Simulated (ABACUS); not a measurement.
A self-consistent single point of Si (Fd-3m, 2 atoms in the cell; from Materials Project mp-149) with ABACUS.

Level of theory: BLYP, PseudoDojo 0.5 standard norm-conserving PBE (tails mended) pseudopotentials (plane waves; ABACUS).

```xyz
2
Lattice="0.0000 2.7218 2.7218 2.7218 0.0000 2.7218 2.7218 2.7218 0.0000" Properties=species:S:1:pos:R:3 pbc="T T T"
Si     1.3609     1.3609     1.3609
Si     0.0000     0.0000     0.0000
```

Reference input (self-consistent single point, DFT, PBE, plane waves, PseudoDojo 0.5 standard norm-conserving PBE (tails mended) pseudopotentials): KPT = Gamma 8 8 8 0 0 0; basis_type = pw; dft_functional = PBE; ecutwfc = 36 Ry; smearing_method = gaussian; smearing_sigma = 0.00146997 Ry; potentials = PseudoDojo 0.5 standard norm-conserving PBE (tails mended); symmetry = 1; symmetry_prec = 1e-05; ks_solver = dav_subspace; scf_nmax = 100; scf_thr = 1.0e-09 Ry. This run's input differs from it in these lines:

```diff
@@ -5,3 +5,3 @@
 pseudo_dir           ./
-dft_functional       PBE
+dft_functional       GGA_X_B88+GGA_C_LYP
 ecutwfc              36.0
```

Log, with long lists cut:

```
 SELF-CONSISTENT
 -------------------------------------------
                                 init_chg = atomic

 PW ALGORITHM --------------- ION=   1  ELEC=   1--------------------------------
 Notice: Threshold on eigenvalues was too large.

 Density error is 0.0666990233006
                          Error Threshold = 0.000834322505352
 E_KohnSham     -16.7341451736       -227.6797255201
 E_Fermi        0.5098113368         6.9363390858

 PW ALGORITHM --------------- ION=   1  ELEC=   2--------------------------------

 Density error is 0.0247382556183
                          Error Threshold = 0.000833737791258
   [... lines left out ...]

 Density error is 7.87794990009e-08
                          Error Threshold = 1.72375062436e-08
 E_KohnSham     -16.7322677159       -227.6541813977
 E_Fermi        0.5087508032         6.9219097854

 PW ALGORITHM --------------- ION=   1  ELEC=   7--------------------------------

 Density error is 1.32613748567e-10
                          Error Threshold = 9.84743737511e-10
 E_KohnSham     -16.7322677239       -227.6541815062
 E_KS(sigma->0) -16.7322677239       -227.6541815062
 E_entropy(-TS) -0.0000000000        -0.0000000000
 E_Fermi        0.5087321279         6.9216556958
 charge density convergence is achieved
 final etot is -227.65418151 eV
 EFERMI = 6.9216556958 eV

 STATE ENERGY(eV) AND OCCUPATIONS    NSPIN == 1
   [... 11 lines left out ...]

 TOTAL-FORCE (eV/Angstrom)
                       Si1         0.0000000000         0.0000000000         0.0000000000
                       Si2         0.0000000000         0.0000000000         0.0000000000

 TOTAL-STRESS (KBAR)
        49.8294654209        -0.0000000000        -0.0000000000
        -0.0000000000        49.8294654209         0.0000000000
        -0.0000000000         0.0000000000        49.8294654209
 TOTAL-PRESSURE: 49.829465 KBAR

 --------------------------------------------
 !FINAL_ETOT_IS -227.6541815061519003 eV
 --------------------------------------------
```

The run converged in 7 iterations. Against the reference run the pressure goes from 1.25 to 4.98 GPa and the gap on the mesh goes from 0.625 to 0.850 eV.

The potentials were made for another functional than the one used. The structure comes from a collection of computed structures, made at another level of theory; the collection holds predicted forms beside known ones.

“Tails mended”: in these copies of the files the far tail of each local potential was reset to the Coulomb form.
